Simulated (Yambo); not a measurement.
BSE-type run in Yambo on BaTiO$_{3}$ (space group R3m, No. 160), at zero momentum. LDA wavefunctions on a 2×2×2 mesh, a = b = c = 4.034 Å, α = β = γ = 89.84°.

Yambo input:
```
rim_cut
optics
bse
bss
dipoles
em1s
RandQpts= 1000000
RandGvec= 1 Ry
FFTGvecs= 40 Ry
Chimod= "HARTREE"
BSKmod= "SEX"
BSEmod= "resonant"
BSSmod= "hs"
BSENGexx= 15 Ry
BSENGBlk= 3 Ry
% KfnQP_E
 1.705 | 1.0 | 1.0 |
%
% BSEQptR
 1 | 1 |
%
% BSEBands
 12 | 27 |
%
% BEnRange
 0.0 | 10.1 | eV
%
% BDmRange
 0.15 | 0.15 | eV
%
BEnSteps= 202
% BLongDir
 1.0 | 0.0 | 0.0 |
%
BSHayTrs= -0.02
BSSNEig= 24
WRbsWF
% BndsRnXs
 2 | 42 |
%
NGsBlkXs= 3 Ry
% LongDrXs
 1.0 | 1.0 | 1.0 |
%
```

From the report:

The dimension is k points × valence × conduction bands = 8 × 9 × 7 = 504.
```
   [SLEPC] Approach                          : Krylov-Schur
   [SLEPC] Number of requested eigenvalues   :  24
   [SLEPC] Number of eigenvalues        [NEV]:  24
    [K] Dimension                                    :   504
    [K] Bands                                        :  12  27
    [K] Exchange res                                 : yes
    [K] Correlation res                              : yes
    [K] W interaction is bare                        : no
    [K] RL vectors exchange                          :   467
    [K] RL vectors correlation                       :   45
    [W] Matrix size                                  :   45
    [W] Bands                                        :    2   42
    [W] Coulomb Cutoff                               : none
    [W] Hxc Kernel                                   : HARTREE
```

Geometry of the Materials Project entry, not relaxed at this level.
